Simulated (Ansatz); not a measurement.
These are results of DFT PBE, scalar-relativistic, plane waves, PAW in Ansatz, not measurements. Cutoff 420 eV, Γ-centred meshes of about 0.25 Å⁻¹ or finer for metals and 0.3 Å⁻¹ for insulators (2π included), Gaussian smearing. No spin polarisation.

This relaxed Al3BiO3 cell comes from a structure search over trial cells.

```xyz
14
Lattice="9.9249 0.0000 0.0000 -4.9624 8.5952 0.0000 0.0000 0.0000 3.0702" Properties=species:S:1:pos:R:3 pbc="T T T"
Al    2.4063    7.3274    0.7675
Al    7.5489    1.5798    2.3026
Al    0.1801    2.8476    0.7675
Al    2.5561    1.2678    2.3026
Al    4.7823    5.7476    2.3026
Al   -2.5864    7.0154    0.7675
Bi    4.9624    2.8651    2.3026
Bi    0.0000    5.7301    0.7675
O     2.5358    8.3389    2.3026
O     8.4896    1.9734    0.7675
O     0.9913    2.2297    2.3026
O     2.4266    0.2563    0.7675
O     3.9711    6.3655    0.7675
O    -3.5271    6.6218    2.3026
```

Question: Does it survive phonon and random-displacement tests?

Answer: It is locally stable on this q mesh, but a lower structure lies near. The phonons on a 1×1×2 q mesh of the computed 14-atom cell show no imaginary mode. (Phonon run: 6×6×10 k mesh, Gaussian smearing of 0.10 eV.) With atoms moved at random and symmetry off, it falls by 23 meV/atom into P2_1/m (No. 11). Conventional cell: a = 9.253 Å, b = 3.052 Å, c = 9.344 Å, β = 109.7°. Al on its first site is surrounded by 3 O at 1.85–1.86 Å and 1 Bi at 2.99 Å; around Al on its second site lie 3 O at 1.82–1.84 Å and 1 Bi at 2.87 Å; Bi is surrounded by 3 Al at 2.74–2.99 Å and 2 Bi at 3.05 Å; O on its first site is surrounded by 3 Al at 1.82–1.86 Å; 3 more sites not described.

Space group P2_1/m (No. 11). a = 9.253 Å, b = 3.052 Å, c = 9.344 Å, α = 90.00°, β = 109.69°, γ = 90.00°
```json
{"atom": "Al", "site": "2e", "symmetry": "m", "x": "0.3265", "y": "0.2500", "z": "0.1401"}
{"atom": "Al", "site": "2e", "symmetry": "m", "x": "0.1365", "y": "0.7500", "z": "0.3279"}
{"atom": "Al", "site": "2e", "symmetry": "m", "x": "0.8112", "y": "0.2500", "z": "0.1793"}
{"atom": "Bi", "site": "2e", "symmetry": "m", "x": "0.3572", "y": "0.7500", "z": "0.6292"}
{"atom": "O", "site": "2e", "symmetry": "m", "x": "0.2443", "y": "0.7500", "z": "0.1972"}
{"atom": "O", "site": "2e", "symmetry": "m", "x": "0.0187", "y": "0.2500", "z": "0.2781"}
{"atom": "O", "site": "2e", "symmetry": "m", "x": "0.7804", "y": "0.7500", "z": "0.0670"}
```

Spin–orbit coupling, which can matter for Bi, is left out. Phonons of metals hang on the k mesh and the smearing.
